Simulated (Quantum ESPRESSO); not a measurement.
Cu3In4W, one composition in several site orders

Simulated, not a measurement. The program is pw.x of Quantum ESPRESSO 7.5 (plane-wave density functional theory). The cell is made up: eight metal atoms on a hexagonal close-packed lattice, with elements, volume, strain and displacements drawn at random and not relaxed, so it may be unstable or far from any real phase. PseudoDojo standard norm-conserving files set the functional (PBE unless stated); there is no spin polarisation or spin-orbit coupling, the Fermi-Dirac width of 0.25 eV means electrons at about 2900 K, and the masses in the input are unused placeholders. The copper pseudopotential is less sure than most, with forces differing by about three percent and pressure by about two GPa from a second method on plain copper. Heavy elements are run without spin-orbit coupling, which real alloys of them have. A spin test at this wide smearing found no moment, but such smearing suppresses magnetism that the real alloy may have.

The runs put one composition on the sites in different orders. Cell, positions, cutoff, mesh and smearing stay as in the input of run 1; sites are counted in its order. Stress in the tables is positive in tension.

Input of run 1:

```
&control calculation='scf', pseudo_dir='./dojo.nc.sr.pbe.v0_5.standard.upf', outdir='./o', disk_io='minimal', tprnfor=.true., tstress=.true. /
&system ibrav=0, nat=8, ntyp=3, nbnd=71, ecutwfc=92.02030273, nosym=.true., tot_charge=0,
 occupations='smearing', smearing='fd', degauss=0.0183746611
/
&electrons conv_thr=1.470e-08, electron_maxstep=70, mixing_beta=0.5 /
ATOMIC_SPECIES
Cu 1.0 Cu.upf
In 1.0 In.upf
W 1.0 W.upf
CELL_PARAMETERS angstrom
0.0019 5.3116 -0.0068
3.0756 -0.0052 4.9413
2.997 0.0074 -4.8922
ATOMIC_POSITIONS angstrom
Cu 0.0736 -0.109 -0.0151
Cu 3.0982 0.0434 0.1191
In 3.0923 1.7623 -2.4675
In 3.0812 1.7614 2.5364
In 1.4901 2.618 -0.0624
Cu 4.5638 2.6645 0.0447
In 1.4967 4.3922 -2.4489
W 1.5105 4.4561 2.4362
K_POINTS automatic
5 5 5 1 1 1
```

| run | elements on sites 1 to 8 | free energy less that of run 1 (eV) | -TS (eV) | pressure (GPa) | stress xx (GPa) | stress yy (GPa) | stress zz (GPa) | stress yz (GPa) | stress xz (GPa) | stress xy (GPa) | iterations |
| --- | --- | --- | --- | --- | --- | --- | --- | --- | --- | --- | --- |
| 1 | Cu Cu In In In Cu In W | 0.000 | -0.991 | -5.41 | 6.24 | 4.77 | 5.21 | 1.02 | 0.42 | 0.08 | 15 |
| 2 | In W In Cu Cu In Cu In | -0.225 | -0.979 | -6.01 | 8.89 | 3.92 | 5.21 | -0.16 | -2.80 | -0.36 | 15 |
| 3 | In In W In Cu In Cu Cu | -0.158 | -1.019 | -6.08 | 6.42 | 4.56 | 7.25 | -0.40 | 2.04 | -0.54 | 15 |
| 4 | Cu In In Cu In Cu In W | -0.359 | -0.956 | -6.12 | 8.88 | 4.50 | 4.99 | 2.31 | 0.10 | 0.30 | 15 |
| 5 | In In W Cu Cu In Cu In | 0.009 | -1.043 | -5.59 | 4.84 | 5.61 | 6.30 | 0.81 | 0.59 | -0.15 | 15 |
| 6 | Cu In In In Cu Cu In W | -0.416 | -0.892 | -6.22 | 7.97 | 3.97 | 6.71 | -0.02 | -1.09 | 0.34 | 14 |

Forces Fx Fy Fz (eV/Å):

| site | run 1 | run 2 | run 3 | run 4 | run 5 | run 6 |
| --- | --- | --- | --- | --- | --- | --- |
| 1 | -0.25 -0.22 0.06 | 0.42 0.42 -0.69 | 0.53 -0.10 0.73 | -0.26 -0.13 -0.12 | 0.40 0.74 -0.08 | -0.02 -0.36 0.06 |
| 2 | 0.12 -0.37 -0.13 | -0.04 -0.14 -0.11 | -0.57 -0.46 -0.89 | 0.49 -0.28 -0.04 | -0.45 0.51 -0.33 | -0.14 -0.60 -0.73 |
| 3 | 0.48 -0.41 0.16 | -0.69 0.05 0.66 | -0.17 0.20 0.05 | 0.72 -0.01 -0.24 | -0.27 0.29 0.08 | 0.46 0.37 -0.41 |
| 4 | -0.87 -0.43 -0.34 | 0.24 -0.13 -0.36 | 0.11 0.35 -0.06 | -0.32 0.02 0.14 | 0.27 0.10 -0.02 | -0.63 0.48 0.56 |
| 5 | 0.33 0.48 1.14 | 0.33 -0.10 -0.12 | 0.09 -0.04 0.05 | -0.44 0.20 0.74 | 0.05 -0.24 -0.20 | -0.12 0.32 0.40 |
| 6 | -0.11 0.32 -0.31 | -0.85 -0.27 0.56 | -0.04 0.16 0.02 | 0.11 0.17 -0.39 | 0.03 -0.61 0.42 | 0.11 0.28 -0.32 |
| 7 | 0.09 0.57 -0.71 | -0.21 0.22 0.10 | 0.51 -0.05 0.19 | -0.41 0.03 -0.38 | 0.18 -0.19 0.21 | 0.26 -0.43 0.26 |
| 8 | 0.21 0.06 0.12 | 0.80 -0.05 -0.04 | -0.46 -0.06 -0.09 | 0.11 0.00 0.29 | -0.21 -0.61 -0.07 | 0.08 -0.05 0.18 |

The sites are displaced and not relaxed, so the energy differences mix bonding between neighbours with strain and are not ordering energies. A rerun of one cell of this series at a higher cutoff and on a denser mesh moved values by no more than 0.009 eV in energy, 0.10 GPa in stress and 0.007 eV/Å in force, and a second program with other atomic files agreed on that cell to 2 % rms in force and 0.5 GPa in pressure.